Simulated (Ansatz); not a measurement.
Values for one crystal, relaxed and computed with the program Ansatz at the r²SCAN level (PAW); other levels are named.

- Volume per atom = 16.44 Å³
- Electronic character = metallic (no gap)
- Formation energy from the elements (no fitted shifts) = -1.13 eV/atom
- Pressure derivative B′ = 4.0
- Bulk modulus (Birch–Murnaghan fit) = 78.4 GPa
- Gap with spin–orbit coupling = none (metallic)
- Density of states at the Fermi level = 0.06 states/eV per atom (mean over ±0.08 eV)

Problem. Which of these materials gives this?
A. Mg3SnO, anti-perovskite
B. Cu2O, anti-CdI2 type
C. SiSnGeC, R3m (C on 3a, Si on 3a, Ge on 3a, Sn on 3a)
D. NaPt3O4, Pm-3n (Na on 2a, Pt on 6c, O on 8e)

Solution. A, Mg3SnO, anti-perovskite

Space group Pm-3m (anti-perovskite). The start of the workflow was typed in or built on a structure type; neither database checked (COD, Materials Project) lists it. Its standing as an ambient phase is unchecked. The cell was relaxed with r²SCAN under the symmetry of its start; its stability against distortions is not shown here. The references are the lowest solids computed at this level, not always the standard phases (solids in place of the gases). Scalar-relativistic: spin–orbit coupling is off unless named, which matters more the heavier the elements.

Potentials: the earlier of the program's two PAW sets.
